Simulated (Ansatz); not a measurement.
Method: Ansatz 0.2.0, DFT PBE, scalar-relativistic, plane waves, PAW. All cells share a 420 eV cutoff and Γ-centred k meshes spaced at most about 0.3 Å⁻¹ (about 0.25 or finer for metals, 2π included). No spin polarisation in the final relaxations.

These are static total energies at zero pressure. All come from trial cells, and lower structures may exist.

**Question.** These unrelaxed guesses for TaW₄ are each relaxed within their symmetry. Order them by the energy at which they end, lowest first.
A.

```
Ta W
1.0
     1.44912    0.83665   11.83205
    -1.44912    0.83665   11.83205
     0.00000   -1.67330   11.83205
Ta W
1 4
Cartesian
  0.0000 0.0000 0.0000
  0.0000 0.0000 21.2977
  0.0000 0.0000 7.0992
  0.0000 0.0000 28.3969
  0.0000 0.0000 14.1985
```

B.

```
Ta W
1.0
    -3.24034    3.24034    2.04937
     3.24034   -3.24034    2.04937
     3.24034    3.24034   -2.04937
Ta W
1 4
Direct
  0.00000 0.00000 0.00000
  0.60000 0.80000 0.40000
  0.40000 0.20000 0.60000
  0.80000 0.40000 0.20000
  0.20000 0.60000 0.80000
```

C.

```
Ta W
1.0
     2.30034    1.32810    4.69555
    -2.30034    1.32810    4.69555
     0.00000   -2.65620    4.69555
Ta W
1 4
Cartesian
  0.0000 0.0000 7.0433
  0.0000 0.0000 12.6780
  0.0000 0.0000 1.4087
  0.0000 0.0000 4.2260
  0.0000 0.0000 9.8607
```

**Answer.** C (ends in R-3m, 0 meV/atom), B (ends in I4/m, 0.36 eV/atom), A (ends in R-3m, 0.44 eV/atom).

These runs have no spin–orbit coupling, which can matter for Ta and W. Cells relaxed within their symmetry can be saddle points. Some types were kept out of the candidates beforehand, so the set may lack a known form.
